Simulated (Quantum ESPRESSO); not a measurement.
## Ga3S2PSe (one run as intended and one with a planted mistake)

A calculation, not a measurement. The program is pw.x of Quantum ESPRESSO 7.5 (plane-wave density functional theory). The cell is made up: 7 atoms on a zincblende/diamond lattice with one site empty, with randomly drawn elements, strain and displacements, not relaxed. PseudoDojo standard norm-conserving files (v0.5 for PBE, v0.4.1 for LDA and PBEsol) set the functional; there is no spin polarisation, spin-orbit coupling or dispersion term, and the masses in the input are unused placeholders.

Intended input:

```
&control calculation='scf', pseudo_dir='./dojo.nc.sr.pbe.v0_5.standard.upf', outdir='./o', disk_io='low', tprnfor=.true., tstress=.true. /
&system ibrav=0, nat=7, ntyp=4, nbnd=42, ecutwfc=85.99341389, nosym=.true., tot_charge=0,
 occupations='smearing', smearing='fd', degauss=0.0018374661
/
&electrons conv_thr=7.350e-09, electron_maxstep=60, /
ATOMIC_SPECIES
Ga 1.0 Ga.upf
P 1.0 P.upf
S 1.0 S.upf
Se 1.0 Se.upf
CELL_PARAMETERS angstrom
5.4977 0.0 0.0
0.0 5.4977 0.0
0.0 0.0 5.4977
ATOMIC_POSITIONS angstrom
Ga -0.1555 -0.0825 0.0635
Ga 2.7231 -0.0191 2.9265
Ga 2.7011 2.706 0.0647
S 1.261 1.3878 1.5045
S 1.0739 4.2395 4.1413
P 3.9109 1.352 4.0136
Se 4.0776 4.0325 1.4758
K_POINTS automatic
4 4 4 1 1 1
```

The log is shortened where brackets say so; the opening notice, blank lines, dates and the lines on written files are dropped, and the path of the files is cut. It prints rydbergs, bohrs and kilobars, and counts compression as positive stress. Where no state is partly filled, the Fermi energy that it prints is only some level between the filled and the empty states on the mesh, and need not lie in the true gap.

Log of the intended run:

```
     Program PWSCF v.7.5
     Parallel version (MPI & OpenMP), running on       4 processor cores
     Number of MPI processes:                 4
     Threads/MPI process:                     1
     [start-up lines left out]
     bravais-lattice index     =            0
     lattice parameter (alat)  =      10.3891  a.u.
     unit-cell volume          =    1121.3462 (a.u.)^3
     number of atoms/cell      =            7
     number of atomic types    =            4
     number of electrons       =        72.00
     number of Kohn-Sham states=           42
     kinetic-energy cutoff     =      85.9934  Ry
     charge density cutoff     =     343.9737  Ry
     scf convergence threshold =      7.3E-09
     mixing beta               =       0.7000
     number of iterations used =            8  plain     mixing
     Exchange-correlation= PBE
                           (   1   4   3   4   0   0   0)
     [axes and pseudopotential details left out]
   Cartesian axes
     site n.     atom                  positions (alat units)
         1        Ga     tau(   1) = (  -0.0282846  -0.0150063   0.0115503  )
         2        Ga     tau(   2) = (   0.4953162  -0.0034742   0.5323135  )
         3        Ga     tau(   3) = (   0.4913145   0.4922058   0.0117686  )
         4        S      tau(   4) = (   0.2293686   0.2524328   0.2736599  )
         5        S      tau(   5) = (   0.1953362   0.7711407   0.7532786  )
         6        P      tau(   6) = (   0.7113702   0.2459210   0.7300507  )
         7        Se     tau(   7) = (   0.7416920   0.7334885   0.2684395  )
     number of k points=    32  Fermi-Dirac smearing, width (Ry)=  0.0018
                       cart. coord. in units 2pi/alat
        k(    1) = (   0.1250000   0.1250000   0.1250000), wk =   0.0625000
        k(    2) = (   0.1250000   0.1250000   0.3750000), wk =   0.0625000
     [further k points left out]
     Dense  grid:   120713 G-vectors     FFT dimensions: (  64,  64,  64)
     Estimated max dynamical RAM per process >     240.44 MB
     Estimated total dynamical RAM >     873.33 MB
     Initial potential from superposition of free atoms
     starting charge      71.9917, renormalised to      72.0000
     Starting wfcs are   48 randomized atomic wfcs
     total cpu time spent up to now is        4.0 secs
     per-process dynamical memory:   167.6 Mb
     Self-consistent Calculation
     iteration #  1     ecut=    85.99 Ry     beta= 0.70
     Davidson diagonalization with overlap
     ethr =  1.00E-02,  avg # of iterations =  4.0
     Threshold (ethr) on eigenvalues was too large:
     Diagonalizing with lowered threshold
     Davidson diagonalization with overlap
     ethr =  5.05E-04,  avg # of iterations =  2.0
     total cpu time spent up to now is       16.7 secs
     total energy              =    -759.23402348 Ry
     estimated scf accuracy    <       0.35308275 Ry
     iteration #  2     ecut=    85.99 Ry     beta= 0.70
     Davidson diagonalization with overlap
     ethr =  4.90E-04,  avg # of iterations =  3.5
     total cpu time spent up to now is       23.7 secs
     total energy              =    -759.30754852 Ry
     estimated scf accuracy    <       0.26282347 Ry
     [iterations 3 to 8 left out]
     iteration #  9     ecut=    85.99 Ry     beta= 0.70
     Davidson diagonalization with overlap
     ethr =  3.94E-10,  avg # of iterations =  2.2
     total cpu time spent up to now is       70.2 secs
     total energy              =    -759.36967468 Ry
     estimated scf accuracy    <       0.00000006 Ry
     iteration # 10     ecut=    85.99 Ry     beta= 0.70
     Davidson diagonalization with overlap
     ethr =  8.24E-11,  avg # of iterations =  2.0
     total cpu time spent up to now is       76.6 secs
     End of self-consistent calculation
     [lines on levels left out]
     the Fermi energy is     6.7449 ev
!    total energy              =    -759.36967470 Ry
     estimated scf accuracy    <          5.9E-09 Ry
     smearing contrib. (-TS)   =      -0.00000000 Ry
     internal energy E=F+TS    =    -759.36967470 Ry
     The total energy is F=E-TS. E is the sum of the following terms:
     one-electron contribution =    -450.58411515 Ry
     hartree contribution      =     266.73575102 Ry
     xc contribution           =    -190.64003663 Ry
     ewald contribution        =    -384.88127393 Ry
     convergence has been achieved in  10 iterations
     Forces acting on atoms (cartesian axes, Ry/au):
     atom    1 type  1   force =    -0.00148372    0.09218288   -0.02558464
     atom    2 type  1   force =    -0.08765675   -0.02612172   -0.03993889
     atom    3 type  1   force =    -0.04439195   -0.03812427   -0.03838136
     atom    4 type  3   force =    -0.00601987   -0.01203558   -0.00949599
     atom    5 type  3   force =     0.03942644   -0.05879592   -0.00667375
     atom    6 type  2   force =     0.09721061    0.07261062    0.07611324
     atom    7 type  4   force =     0.00291524   -0.02971600    0.04396139
     Total force =     0.229520     Total SCF correction =     0.000296
     Computing stress (Cartesian axis) and pressure
          total   stress  (Ry/bohr**3)                   (kbar)     P=        3.73
   0.00001896   0.00023468  -0.00007443            2.79       34.52      -10.95
   0.00023468   0.00007665   0.00019342           34.52       11.28       28.45
  -0.00007443   0.00019342  -0.00001960          -10.95       28.45       -2.88
     init_run     :      3.58s CPU      3.74s WALL (       1 calls)
     electrons    :     72.08s CPU     72.70s WALL (       1 calls)
     forces       :      0.98s CPU      0.99s WALL (       1 calls)
     stress       :      3.14s CPU      3.14s WALL (       1 calls)
     [timing details left out]
     PWSCF        :   1m20.04s CPU   1m20.86s WALL
     JOB DONE.
```

A second run has one planted mistake: the k-point mesh is too coarse. The input lines that differ, file-writing options aside:

```
- 4 4 4 1 1 1
+ 1 1 1 1 1 1
```

Its log:

```
     Program PWSCF v.7.5
     Parallel version (MPI & OpenMP), running on       4 processor cores
     Number of MPI processes:                 4
     Threads/MPI process:                     1
     [start-up lines left out]
     bravais-lattice index     =            0
     lattice parameter (alat)  =      10.3891  a.u.
     unit-cell volume          =    1121.3462 (a.u.)^3
     number of atoms/cell      =            7
     number of atomic types    =            4
     number of electrons       =        72.00
     number of Kohn-Sham states=           42
     kinetic-energy cutoff     =      85.9934  Ry
     charge density cutoff     =     343.9737  Ry
     scf convergence threshold =      7.3E-09
     mixing beta               =       0.7000
     number of iterations used =            8  plain     mixing
     Exchange-correlation= PBE
                           (   1   4   3   4   0   0   0)
     [axes and pseudopotential details left out]
   Cartesian axes
     site n.     atom                  positions (alat units)
         1        Ga     tau(   1) = (  -0.0282846  -0.0150063   0.0115503  )
         2        Ga     tau(   2) = (   0.4953162  -0.0034742   0.5323135  )
         3        Ga     tau(   3) = (   0.4913145   0.4922058   0.0117686  )
         4        S      tau(   4) = (   0.2293686   0.2524328   0.2736599  )
         5        S      tau(   5) = (   0.1953362   0.7711407   0.7532786  )
         6        P      tau(   6) = (   0.7113702   0.2459210   0.7300507  )
         7        Se     tau(   7) = (   0.7416920   0.7334885   0.2684395  )
     number of k points=     1  Fermi-Dirac smearing, width (Ry)=  0.0018
                       cart. coord. in units 2pi/alat
        k(    1) = (  -0.5000000  -0.5000000  -0.5000000), wk =   2.0000000
     Dense  grid:   120713 G-vectors     FFT dimensions: (  64,  64,  64)
     Estimated max dynamical RAM per process >     163.02 MB
     Estimated total dynamical RAM >     563.66 MB
     Initial potential from superposition of free atoms
     starting charge      71.9917, renormalised to      72.0000
     Starting wfcs are   48 randomized atomic wfcs
     total cpu time spent up to now is        1.8 secs
     per-process dynamical memory:    97.1 Mb
     Self-consistent Calculation
     iteration #  1     ecut=    85.99 Ry     beta= 0.70
     Davidson diagonalization with overlap
     ethr =  1.00E-02,  avg # of iterations =  4.0
     Threshold (ethr) on eigenvalues was too large:
     Diagonalizing with lowered threshold
     Davidson diagonalization with overlap
     ethr =  8.53E-04,  avg # of iterations =  2.0
     total cpu time spent up to now is        3.4 secs
     total energy              =    -758.70963631 Ry
     estimated scf accuracy    <       0.60494513 Ry
     iteration #  2     ecut=    85.99 Ry     beta= 0.70
     Davidson diagonalization with overlap
     ethr =  8.40E-04,  avg # of iterations =  4.0
     total cpu time spent up to now is        4.3 secs
     total energy              =    -758.62375520 Ry
     estimated scf accuracy    <       1.29957377 Ry
     [iterations 3 to 10 left out]
     iteration # 11     ecut=    85.99 Ry     beta= 0.70
     Davidson diagonalization with overlap
     ethr =  9.22E-10,  avg # of iterations =  3.0
     total cpu time spent up to now is       12.3 secs
     total energy              =    -758.93760273 Ry
     estimated scf accuracy    <       0.00000004 Ry
     iteration # 12     ecut=    85.99 Ry     beta= 0.70
     Davidson diagonalization with overlap
     ethr =  6.08E-11,  avg # of iterations =  5.0
     total cpu time spent up to now is       13.2 secs
     End of self-consistent calculation
     [lines on levels left out]
     the Fermi energy is     6.8205 ev
!    total energy              =    -758.93760275 Ry
     estimated scf accuracy    <          5.1E-09 Ry
     smearing contrib. (-TS)   =      -0.00000153 Ry
     internal energy E=F+TS    =    -758.93760122 Ry
     The total energy is F=E-TS. E is the sum of the following terms:
     one-electron contribution =    -451.02616236 Ry
     hartree contribution      =     267.90169884 Ry
     xc contribution           =    -190.93186376 Ry
     ewald contribution        =    -384.88127393 Ry
     convergence has been achieved in  12 iterations
     Forces acting on atoms (cartesian axes, Ry/au):
     atom    1 type  1   force =     0.00887631    0.07893532   -0.03596202
     atom    2 type  1   force =    -0.09843359   -0.01445400   -0.03930037
     atom    3 type  1   force =    -0.04708012   -0.04379666   -0.03549420
     atom    4 type  3   force =     0.01068038   -0.01711860   -0.01236085
     atom    5 type  3   force =     0.02961013   -0.03606841    0.01971069
     atom    6 type  2   force =     0.06516219    0.06703406    0.08212605
     atom    7 type  4   force =     0.03118469   -0.03453171    0.02128070
     Total force =     0.213701     Total SCF correction =     0.000253
     Computing stress (Cartesian axis) and pressure
          total   stress  (Ry/bohr**3)                   (kbar)     P=       82.64
   0.00063880   0.00024881  -0.00010575           93.97       36.60      -15.56
   0.00024881   0.00057325   0.00027144           36.60       84.33       39.93
  -0.00010575   0.00027144   0.00047325          -15.56       39.93       69.62
     init_run     :      1.60s CPU      1.66s WALL (       1 calls)
     electrons    :     11.27s CPU     11.48s WALL (       1 calls)
     forces       :      0.24s CPU      0.27s WALL (       1 calls)
     stress       :      0.52s CPU      0.52s WALL (       1 calls)
     [timing details left out]
     PWSCF        :     13.74s CPU     14.06s WALL
     JOB DONE.
```

```
                                            intended run  run with the mistake
                          free energy (eV)    -10331.751            -10325.872
                    smearing term -TS (eV)        0.0000                0.0000
                            pressure (GPa)          0.37                  8.26
            largest force component (eV/Å)         2.499                 2.531
largest change of a force component (eV/Å)                               0.824
                                iterations            10                    12
```

For scale, a rerun of the intended cell at 1467 eV and a 6 x 6 x 6 mesh moved values by no more than 0.004 eV in energy, 0.02 GPa in stress and 0.002 eV/Å in force.